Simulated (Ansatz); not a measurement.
LaOF:
```xyz
6
Lattice="4.0710 0.0000 0.0000 0.0000 4.0710 0.0000 0.0000 0.0000 5.8270" Properties=species:S:1:pos:R:3 pbc="T T T"
La     2.0355     0.0000     4.1600
La     0.0000     2.0355     1.6671
O      0.0000     0.0000     2.9135
O      2.0355     2.0355     2.9135
F      2.0355     2.0355     0.0000
F      0.0000     0.0000     0.0000
```

Relaxed with HSE06.

Q: Give the Bader charges and basin volumes of the independent atoms, HSE06 (plane waves, PAW; program Ansatz).

A: 

```
atom  Bader charge (e)  Bader volume (Å³)
----  ----------------  -----------------
La1              +2.25               18.3
O3               -1.39               14.9
F5               -0.86               15.0
```

Space group P4/nmm. The first step of the workflow began from a Materials Project structure, measured or hypothetical; the Crystallography Open Database copy checked does not list it. COD files the formula under space group No. 166. Its standing as an ambient phase is unchecked. The cell was relaxed with HSE06 under the symmetry of its start; its stability against distortions is not shown here. Spin–orbit coupling is left out wherever it is not named.

Potentials: the later of the program's two PAW sets.
